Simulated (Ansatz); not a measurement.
ZnO:
```
ZnO
1.0
    3.22241     0.00000     0.00000
   -1.61121     2.79069     0.00000
    0.00000     0.00000    10.47055
Zn O
4 4
Cartesian
  0.00000   0.00000   0.00698
  0.00000   0.00000   5.24226
  1.61121   0.93023   7.85839
  0.00000   1.86046   2.62311
  0.00000   0.00000   8.50318
  0.00000   0.00000   3.26790
  1.61121   0.93023   5.88798
  0.00000   1.86046   0.65270
```

Cartesian axes are those of the cell as given.

Q: Give the proper piezoelectric stress tensor with relaxed ions from the program Ansatz at the PBEsol level (PAW).

A: In C/m², rows x, y, z, Voigt columns; mesh uncertainty up to 0.01.
```
 0.00   0.00   0.00   0.00   0.49   0.00
 0.00   0.00   0.00   0.49   0.00   0.00
 0.56   0.56  -1.11   0.00   0.00   0.00
```

The elastic tensor of the same run (GPa):

```
 202   127   105   0.0   0.0   0.0
 127   202   105   0.0   0.0   0.0
 105   105   224   0.0   0.0   0.0
 0.0   0.0   0.0  35.0   0.0   0.0
 0.0   0.0   0.0   0.0  35.0   0.0
 0.0   0.0   0.0   0.0   0.0  37.7
```

Q: Convert to strain constants d = e·S.

A: In pC/N:
```
 0.0   0.0   0.0   0.0  14.0   0.0
 0.0   0.0   0.0  14.0   0.0   0.0
 4.7   4.7  -9.4   0.0   0.0   0.0
```

Space group P6_3mc. A made-up cell: these elements were put on the sites of a structure type. Its sites differ from those of the usual phase in this space group: another stacking or structure type. The PBEsol relaxation kept the symmetry of its start; whether a distortion lowers the energy is not shown. Signs of piezoelectric constants follow the polarity of the cell as given.

Potentials: the later of the program's two PAW sets.
